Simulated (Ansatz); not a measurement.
Ga4SbAs3 as one 8-atom ordering (Pm) on the wurtzite lattice at its r2SCAN geometry, run in Ansatz 0.2.0 at 2 levels of theory. The calculation is spin-unpolarised, and the structure need not be a phase that has been made.

The r2SCAN input:
```yaml
crystal:
  lattice:
    - [6.7233385844, 0.0, 0.0007249696]
    - [0.0, 4.0804581999, 0.0]
    - [0.000759093, 0.0, 7.0605208117]
  atoms:
    - { symbol: As, position: [-0.0012980499, 0.0, 0.3278846008] }
    - { symbol: As, position: [0.002215826, 0.5, 0.8373702443] }
    - { symbol: As, position: [0.4988144292, 0.5, 0.1684818912] }
    - { symbol: Sb, position: [0.502913469, 0.0, 0.6659718632] }
    - { symbol: Ga, position: [0.3672173722, 0.0, 0.3198331919] }
    - { symbol: Ga, position: [0.3670515087, 0.5, 0.8484624936] }
    - { symbol: Ga, position: [0.8693657889, 0.5, 0.1661854795] }
    - { symbol: Ga, position: [0.8937196559, 0.0, 0.6658102354] }
kpoints:
  mp_grid: { grid: [4, 6, 4] }
  band_path:
    path:
      - [0.0, 0.0, 0.0]
      - [0.0, -0.5, 0.0]
      - [0.0, -0.5, -0.5]
      - [0.0, 0.0, -0.5]
      - [-0.5, 0.0, -0.5]
      - [-0.5, -0.5, -0.5]
      - [-0.5, -0.5, 0.0]
      - [-0.5, 0.0, 0.0]
      - [0.0, 0.0, -0.05]
      - [-0.05, 0.0, 0.0]
    npoints: 1
hamiltonian:
  xc: r2scan
scf:
  occupations: { method: fermi_dirac, width: 0.02 }
  n_extra_bands: 6
output:
  forces: true
  stress: true
  eigenvalues: true
  write_density: true
  write_potential: true
  elf: true
  volumetric_format: npy
```

Main results, then, where recorded, the levels near the gap in eV from the Fermi energy (columns number the bands from 0), one row a point of the path (Γ, Z, D, B, A, E, C₂, Y₂, B–Γ (0.90), Y₂–Γ (0.90)):
```
Crystal: 8 atoms, lattice volume = 193.700 Å³
Symmetry: 2 space group operations
Space group: Pm (ITA 6)
```
```
Basis set: ecut = 500 eV, 4943 PW (Γ)
k-points: 40 of 96 (time reversal used)
SCF 1 converged in 8 iterations: F = -36256.814873 eV  dr2 = 5.88e-8
Free energy (F): -36256.814873 eV
Internal energy: -36256.814785 eV  (E = F + TS)
E sigma→0 (E₀):  -36256.814829 eV
Entropy (-TS):   -0.000088 eV (-0.011 meV/atom)
Fermi energy:    8.146652 eV
--- Forces (eV/Å), atoms counted from 1 ---
  atom   1  As      0.00021      0.00000      0.00005
  atom   2  As    -0.00006      0.00000      0.00011
  atom   3  As    -0.00013      0.00000    -0.00023
  atom   4  Sb      0.00115      0.00000    -0.00178
  atom   5  Ga      0.00016      0.00000      0.00103
  atom   6  Ga    -0.00112      0.00000      0.00099
  atom   7  Ga      0.00015      0.00000    -0.00030
  atom   8  Ga    -0.00028      0.00000      0.00012
--- Stress (GPa, compression-positive) ---
       -0.007544       0.000000      -0.002100
        0.000000      -0.005499       0.000000
       -0.002100       0.000000      -0.007847
  P = ⅓ Tr σ = -0.0070 GPa (-0.070 kbar)
```
```tsv
band_51	band_52	band_53	band_54	band_55	band_56	band_57	band_58
-1.662	-1.435	-0.528	-0.253	-0.076	0.076	0.740	1.189
-4.108	-2.716	-2.668	-2.652	-2.364	2.461	2.499	3.426
-3.097	-2.835	-2.668	-1.648	-1.410	1.039	1.158	2.091
-2.408	-1.573	-1.318	-1.238	-0.546	1.375	1.484	1.834
-2.485	-2.178	-2.119	-2.081	-1.119	1.639	1.701	1.784
-2.694	-2.626	-2.372	-2.160	-2.046	0.983	1.003	1.063
-3.510	-2.559	-2.433	-2.412	-1.878	1.855	2.030	2.060
-2.433	-1.334	-1.333	-0.745	-0.572	0.886	0.991	1.012
-1.744	-1.439	-0.541	-0.413	-0.085	0.209	0.809	1.207
-1.656	-1.440	-0.728	-0.263	-0.087	0.199	0.786	1.207
```

The r2SCAN gap is direct at Γ: 0.15 eV.

Q: In the first input these blocks are replaced (the band path and keys that only write files left aside):
```yaml
kpoints:
  mp_grid: { grid: [2, 4, 2] }
hamiltonian:
  xc: hse06
```
What comes out?

A:
```
Basis set: ecut = 420 eV, 3801 PW (Γ)
k-points: 12 of 16
SCF 1 converged in 10 iterations: F = -36186.940558 eV  dr2 = 4.67e-10
Exchange kernel: α = 0.2500, screened, ω = 0.2079 Å⁻¹, Wigner–Seitz truncation, v(0) = 1021.3279 eV·Å³, q-mesh 2×4×2
SCF 2 stopped early in 7 iterations: F = -36197.069290 eV  dr2 = 4.93e-6
hybrid outer 1: dexx = +6.681e-2 eV, tail = 3.77e-4 eV
SCF 3 converged in 9 iterations: F = -36197.069880 eV  dr2 = 1.28e-10
hybrid outer 2: dexx = +8.962e-6 eV, tail = 1.77e-7 eV, Δε = 4.04e-3 eV, ΔF = 1.36e-2 eV/Å
SCF 4 converged in 3 iterations: F = -36197.069880 eV  dr2 = 7.27e-10
hybrid outer 3: dexx = +6.028e-9 eV, tail = 1.69e-9 eV, Δε = 1.15e-4 eV, ΔF = 2.38e-4 eV/Å
Free energy (F): -36197.069880 eV
Fermi energy:    8.181391 eV
--- Forces (eV/Å), atoms counted from 1 ---
  atom   1  As      0.00485      0.00000      0.02821
  atom   2  As    -0.02508      0.00000      0.01362
  atom   3  As      0.04484      0.00000      0.00191
  atom   4  Sb      0.01226      0.00000    -0.04022
  atom   5  Ga    -0.01273      0.00000      0.05680
  atom   6  Ga      0.01429      0.00000    -0.00052
  atom   7  Ga    -0.01884      0.00000    -0.02875
  atom   8  Ga    -0.01961      0.00000    -0.03106
--- Stress (GPa, compression-positive) ---
       -0.011490       0.000000      -0.006238
        0.000000       0.907869       0.000000
       -0.006238       0.000000       0.063254
  P = ⅓ Tr σ = 0.3199 GPa (3.199 kbar)
```
```tsv
band_51	band_52	band_53	band_54	band_55	band_56	band_57	band_58
-1.907	-1.682	-0.711	-0.432	-0.264	0.264	0.923	1.360
-4.495	-3.023	-2.963	-2.948	-2.632	2.625	2.669	3.779
-3.406	-3.129	-2.946	-1.896	-1.636	1.185	1.309	2.315
-2.699	-1.794	-1.555	-1.435	-0.761	1.578	1.681	2.075
-2.749	-2.456	-2.393	-2.350	-1.359	1.854	1.926	2.006
-2.981	-2.910	-2.652	-2.394	-2.298	1.152	1.174	1.240
-3.850	-2.829	-2.694	-2.681	-2.102	2.057	2.220	2.249
-2.703	-1.565	-1.557	-0.950	-0.786	1.088	1.180	1.193
-1.987	-1.686	-0.723	-0.563	-0.275	0.371	0.985	1.379
-1.901	-1.686	-0.882	-0.442	-0.276	0.362	0.966	1.379
```
HSE06 gives a direct gap of 0.53 eV at Γ. With the atoms held, the mean pressure is +0.3 GPa (compression positive). (The program warns that its thresholds are loose for a hybrid's stress.)

The hybrids run on coarser meshes, which limits their stresses and small splittings of levels.

Totals of different functionals can't be compared.

Spin-orbit coupling is left out, which matters wherever the heavy atoms make up the band edges.
